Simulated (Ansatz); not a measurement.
Polymorphs of BAs, each relaxed with the program Ansatz at the PBE level (PAW):

A: zinc blende (F-43m), a = 4.8092 Å, b = 4.8092 Å, c = 4.8092 Å, α = 90.00°, β = 90.00°, γ = 90.00°

B: Pm-3n, a = 5.9221 Å, b = 5.9221 Å, c = 5.9221 Å, α = 90.00°, β = 90.00°, γ = 90.00°

C: P4_2/mnm, a = 5.889 Å, b = 5.889 Å, c = 3.390 Å, α = 90.00°, β = 90.00°, γ = 90.00°

D: NiAs type (P6_3/mmc), a = b = 3.263 Å, c = 5.447 Å, α = β = 90.00°, γ = 120.00°

E: P4_2/mmc, a = 3.1676 Å, b = 3.1676 Å, c = 5.7488 Å, α = 90.00°, β = 90.00°, γ = 90.00°

F: CsCl type (Pm-3m), a = b = c = 2.9397 Å, α = β = γ = 90.00°

Q: Rank these by energy per atom at 0 K (lowest first), as PBE gives it.

A: A (+0 meV/atom), C (+118 meV/atom), B (+259 meV/atom), E (+922 meV/atom), D (+1002 meV/atom), F (+1544 meV/atom)

Q: Give each one's gap.

A: A 1.20 eV; B 0.57 eV; C 0.80 eV; D no gap; E no gap; F no gap.

Constructed cells (a structure type filled with these elements, in neither database checked): E; F. Typed or built starts, not in the databases checked: B; C; D. Not the usual ambient phase: B; C; D; E; F. All cells were relaxed under the symmetry of their starts (and spin orders); stability against distortions was not tested throughout. Scalar-relativistic: spin–orbit coupling is off unless named, which matters more the heavier the elements.

Energies hold the estimated change up to a 700 eV cutoff; steps of a few meV lie near the error of the meshes.

Potentials: the later of the program's two PAW sets.
